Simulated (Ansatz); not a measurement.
RbIO$_{3}$:
```
RbIO3
1.0
    3.20260     1.84902     2.63571
   -3.20260     1.84902     2.63571
    0.00000    -3.69805     2.63571
Rb I O
1 1 3
Direct
  0.51327   0.51327   0.51327
  0.00091   0.00091   0.00091
  0.03692   0.60367   0.03692
  0.03692   0.03692   0.60367
  0.60367   0.03692   0.03692
```

Relaxed with r²SCAN. Special points in fractions of this cell's reciprocal vectors: Γ (0.000, 0.000, 0.000); T (0.500, 0.500, 0.500); H2 (0.505, 0.495, 0.500); H0 (0.500, -0.495, 0.495); L (0.500, 0.000, 0.000); S0 (0.497, -0.497, 0.000); S2 (0.503, 0.000, 0.497); F (0.500, 0.000, 0.500).

List the band energies nearest the valence-band maximum at these points for the program Ansatz at the r²SCAN with spin–orbit coupling level (PAW).

In eV from the valence-band maximum; about four levels below and three above (degenerate sets whole), none deeper than 8.9 eV; points with the same levels are listed once.

```csv
k,below,above
Γ,-1.27 -1.27 -1.18 -1.18,6.05 6.05 7.12 7.12
T,-0.67 -0.67 -0.02 -0.02,3.04 3.04 3.44 3.44
H2,-0.67 -0.67 -0.02 -0.01,3.03 3.04 3.44 3.44
L,-1.19 -1.19 -1.03 -1.03,4.67 4.67 6.86 6.86
S0,-0.80 -0.80 -0.48 -0.48,3.80 3.81 4.67
F,-0.80 -0.80 -0.48 -0.48,3.81 3.81 4.67 4.67
```

Space group R3m. The workflow started from a Materials Project entry (that database holds measured and hypothetical structures alike); the Crystallography Open Database copy checked does not list it. Whether it is the stable phase at ambient conditions was not checked. Symmetry was held in the r²SCAN relaxation; whether a distortion lowers the energy is not shown.

Potentials: the later of the program's two PAW sets.
